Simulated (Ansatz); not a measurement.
WC (WC type, space group P-6m2): scan of one atom of the cell

Starting cell, WC (WC type, space group P-6m2):

```
WC
1.0
    5.82432     0.00000     0.00000
   -1.45608     2.52201     0.00000
    0.00000     0.00000     2.83623
W C
2 2
Direct
  0.00000   0.00000   0.00000
  0.50000   0.00000   0.00000
  0.33333   0.33333   0.50000
  0.83333   0.33333   0.50000
```

In this cell atom 1 (W, nearest neighbour C at 2.200 Å; its periodic images, 2.8 Å or more away, move with it) is moved by s along Cartesian x, unit vector (1.000, 0.000, 0.000); all other atoms and the cell stay fixed.

The numbers are results of r2SCAN (plane waves to 500 eV, PAW, scalar-relativistic; Ansatz, a program for electronic structure), not measurements. k mesh 15×15×13 (Γ-centred), Fermi-Dirac smearing 0.05 eV. Energies are smeared free energies. Stress and pressure are positive under compression. With partly filled bands, energies and forces of such displacements shift with the k mesh and the smearing. F∥ is the force on the atom along that direction. F⊥ is the part of the force across the line. Spin-orbit coupling is left out, though W is heavy. WC is run without spin polarisation. WC was relaxed with its symmetry unable to fall. The zero of ΔE is the undisplaced structure.

| s (Å) | ΔE (meV/cell) | F∥ (eV/Å) | |F⊥| (eV/Å) | P (GPa) |
|---|---|---|---|---|
| -0.440 | 2615 | 11.609 | 0.426 | 27.8 |
| -0.352 | 1693 | 9.356 | 0.168 | 17.8 |
| -0.264 | 967 | 7.148 | 0.504 | 10.1 |
| -0.176 | 437 | 4.886 | 0.562 | 4.5 |
| -0.088 | 111 | 2.502 | 0.383 | 1.1 |
| 0.000 | 0 | -0.002 | 0.001 | 0.0 |
| 0.088 | 114 | -2.590 | 0.573 | 1.1 |
| 0.176 | 457 | -5.215 | 1.325 | 4.5 |
| 0.264 | 1030 | -7.795 | 2.239 | 10.3 |
| 0.352 | 1826 | -10.278 | 3.266 | 18.2 |
| 0.440 | 2832 | -12.535 | 4.489 | 28.3 |

What the scan shows:

The energy at s = 0.440 Å is 2832 meV/cell. The force along the line at s = -0.440 Å is 11.6 eV/Å. The force constant k = d²E/ds² at s = 0 (finite differences) comes out as 29.0 eV/Å². Symmetry of the curve: not even: the positive side lies higher at ±0.440 Å. Shape of the curve: a single well with its minimum at or next to zero displacement. Harmonic estimate at the end of the scan: ½ks² = 2808 meV/cell against the computed 2832 meV/cell, so the well is close to harmonic there.

(For displaced atoms, the force is minus the slope of the energy, and its curvature is a force constant, which sets phonon frequencies.)
